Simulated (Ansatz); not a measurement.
Values for one crystal, relaxed and computed with DFT-LDA in the program Ansatz with PAW potentials; other levels are named.

```yaml
volume_per_atom: 24.25 Å³
band_gap: 0.59 eV (direct)
Static dielectric constant ε0 (ions relaxed, cell fixed): 11.3 (xx = yy), 10.9 (zz)
Highest zone-centre frequency (without LO–TO term): 219 cm^-1
valence_band_maximum: at Γ
Hole effective mass, band 2 of 2 at the edge: 0.058 along x, 1.4 along z (mₑ)
Electronic dielectric constant ε∞ (DFPT): 8.12 (xx = yy), 8.11 (zz)
```

Question: Which compound is it?
A) NbSe2I2, C2/m (Nb on 4g, Se on 4i, Se on 4i, I on 8j)
B) CdTe, wurtzite
C) ZnCdSe2, R3m (Zn on 3a, Cd on 3a, Se on 3a, Se on 3a)
D) ZnCdTe2, R3m (Zn on 3a, Cd on 3a, Te on 3a, Te on 3a)

Answer: C, ZnCdSe2, R3m (Zn on 3a, Cd on 3a, Se on 3a, Se on 3a)

The workflow started from a Materials Project entry (that database holds measured and hypothetical structures alike); the Crystallography Open Database copy checked does not list it. Its standing as an ambient phase is unchecked. Symmetry was held in the LDA relaxation; of distortions, only those at the zone centre were tested. Spin–orbit coupling is left out wherever it is not named.

Potentials: the later of the program's two PAW sets.
